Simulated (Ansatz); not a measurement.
**La6AgSb2 in Ansatz, single run**

The input file (Ansatz 0.2.0, plane waves):

```yaml
crystal:
  lattice:
    - [8.48408, 0.0, 0.0]
    - [-4.24204, 7.347434, 0.0]
    - [0.0, 0.0, 4.360597]
  atoms:
    - { symbol: La, position: [0.236, 0.0, 0.0] }
    - { symbol: La, position: [0.764, 0.764, 0.0] }
    - { symbol: La, position: [0.0, 0.236, 0.0] }
    - { symbol: La, position: [0.597, 0.0, 0.5] }
    - { symbol: La, position: [0.403, 0.403, 0.5] }
    - { symbol: La, position: [0.0, 0.597, 0.5] }
    - { symbol: Ag, position: [0.0, 0.0, 0.5] }
    - { symbol: Sb, position: [0.3333, 0.6667, 0.0] }
    - { symbol: Sb, position: [0.6667, 0.3333, 0.0] }
  symmetry: { tolerance: 0.0003 }
kpoints:
  mp_grid: { grid: [3, 3, 4], shift: [0, 0, 0] }
magnetization:
  spin_polarized: false
scf:
  occupations: { method: fermi_dirac, width: 0.0978 }
hamiltonian:
  pseudopotentials: { kind: paw }
  xc: r2scan
basis:
  ecutwfc: "450 eV"
output:
  forces: true
  stress: true
  eigenvalues: true
```

The command:

```bash
ansatz run input.yaml --threads 1 --pin off --max-ram 2560MiB --backend cpu --events-out ev --progress --plain --runs-dir out
```

Origin of the cell: a known structure type with other elements, at an estimated volume, so it need not be a known compound.

Output (shortened):

```
SCF iter   1: F=—  HF=-58195.779158 eV  Δρ=8.56e-3  dr2=2.89e-1  dr2_τ=3.41e-2
SCF iter   2: F=—  HF=-58196.233882 eV  Δρ=4.87e-3  dr2=1.01e-1  dr2_τ=2.20e-3
SCF iter   3: F=—  HF=-58196.221230 eV  Δρ=1.17e-3  dr2=6.83e-3  dr2_τ=4.72e-4
SCF iter   4: F=—  HF=-58196.222740 eV  Δρ=6.68e-4  dr2=1.12e-3  dr2_τ=7.48e-5
SCF iter   5: F=—  HF=-58196.222881 eV  Δρ=2.15e-4  dr2=1.81e-4  dr2_τ=6.03e-6
SCF iter   6: F=—  HF=-58196.222959 eV  Δρ=7.24e-5  dr2=1.96e-5  dr2_τ=2.97e-7
SCF iter   7: F=—  HF=-58196.223182 eV  Δρ=1.91e-5  dr2=1.40e-6  dr2_τ=5.55e-8
SCF iter   8: F=—  HF=-58196.223182 eV  Δρ=7.97e-6  dr2=2.85e-7  dr2_τ=3.69e-9
SCF iter   9: F=-58196.223182 eV  HF=-58196.223182 eV  Δρ=2.11e-6  dr2=1.96e-8  dr2_τ=4.08e-10
SCF 1 converged in 9 iterations: F = -58196.223182 eV  dr2 = 1.96e-8
SCF converged after 9 iterations
Free energy (F): -58196.223182 eV
Harris-Foulkes:  -58196.223182 eV  (|F-HF|=7.71e-9)
Internal energy: -58195.899540 eV  (E = F + TS)
E sigma→0 (E₀):  -58196.061361 eV
Entropy (-TS):   -0.323643 eV (-35.960 meV/atom)
Fermi energy:    12.737914 eV
--- Per-component energies (eV) ---
  E_band       = -830.877067
  E_kinetic    = 2111.132593
  E_local      = -8727.445169  (includes V_loc(G=0)·N_el)
  E_nonlocal   = 1366.767240
  E_hartree    = 3797.646889
  E_xc         = -1233.732777
  E_vxc        = -1442.718342  (∫ρ·V_xc dr)
  E_paw        = -45750.615750  (= ΣΔE_a)
  E_vpaw       = -1816.827357  (= ΣTr[D̂ρ^β])
  E_aug_tail   = 0.000230  (compensation charges beyond the density's cutoff)
  E_vtau       = 82.928792  (kinetic-family band-sum trace: ∫τ·v_τ [+ j·A + Jᵃ·Aᵃ] dr)
  E_ewald      = -9760.566634
  E_core_change = 0.913838  (= ΣΔE_core)
  E_smearing   = -0.323643  (= −TS)
  Σ components = -58196.223182   (vs F -58196.223182, Δ=0.00e0)
--- Forces (eV/Å), atoms counted from 1 ---
  atom   1  La     0.909669     0.000000     0.000000
  atom   2  La    -0.454834    -0.787796     0.000000
  atom   3  La    -0.454834     0.787796     0.000000
  atom   4  La    -0.772268    -0.000000     0.000000
  atom   5  La     0.386134     0.668804     0.000000
  atom   6  La     0.386134    -0.668804     0.000000
  atom   7  Ag    -0.000000     0.000000     0.000000
  atom   8  Sb     0.000000     0.000000     0.000000
  atom   9  Sb     0.000000    -0.000000     0.000000
  max |Σ_I F_I| component: 7.86e-17 eV/Å
--- Stress (GPa, compression-positive) ---
        4.166157       0.000000       0.000000
        0.000000       4.166157       0.000000
        0.000000       0.000000       5.209276
  P = ⅓ Tr σ = 4.5139 GPa (45.139 kbar)
```

Caveats: no moments, though an odd count or open d shells may carry them; no spin-orbit coupling, though heavy elements are present; the cutoff lies below the datasets' advice; the k mesh is coarse if the cell is a metal.

The run took 46 s on 1 thread of Arm Neoverse V1, with other jobs on the host, peak memory 0.95 GiB, from the program's own first density.
